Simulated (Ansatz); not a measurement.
Relaxed NaCl (rock salt):

```
NaCl
1.0
    0.00000     5.60772     5.60772
    2.80386     0.00000     2.80386
    2.80386     2.80386     0.00000
Cl Na
2 2
Cartesian
  0.00000   0.00000   0.00000
  2.80386   2.80386   5.60772
  2.80386   2.80386   2.80386
  2.80386   5.60772   5.60772
```

A phonon eigenvector at L = (0.5, 0.0, 0.0) is frozen into this cell: atom i moves by Q times the vector below, so Q is the largest atomic displacement, in Å. The cell is held. It is one choice among 2 degenerate patterns. (q is in reciprocal vectors of the primitive cell; the cell shown is doubled to hold the pattern.)

```csv
atom,x,y,z
Na3,-0.285,0.520,-0.805
Na4,0.285,-0.520,0.805
```

Atoms not listed stay in place.

All values below come from r2SCAN (plane waves to 500 eV, PAW, scalar-relativistic; Ansatz, a program for electronic structure). k mesh 5×10×10 (Γ-centred), Fermi-Dirac smearing 0.05 eV. The energy includes the smearing's −TS. NaCl was relaxed with its symmetry unable to fall. The zero of ΔE is the undisplaced structure.

Task: What ΔE (eV/cell) does the calculation give at Q (Å) = -0.180, -0.150, -0.090, 0.090, 0.180?

Result: 
| Q (Å) | ΔE (eV/cell) |
|---|---|
| -0.180 | 0.0558 |
| -0.150 | 0.0386 |
| -0.090 | 0.0138 |
| 0.090 | 0.0138 |
| 0.180 | 0.0558 |

(For displaced atoms, the force is minus the slope of the energy, and its curvature is a force constant, which sets phonon frequencies.)
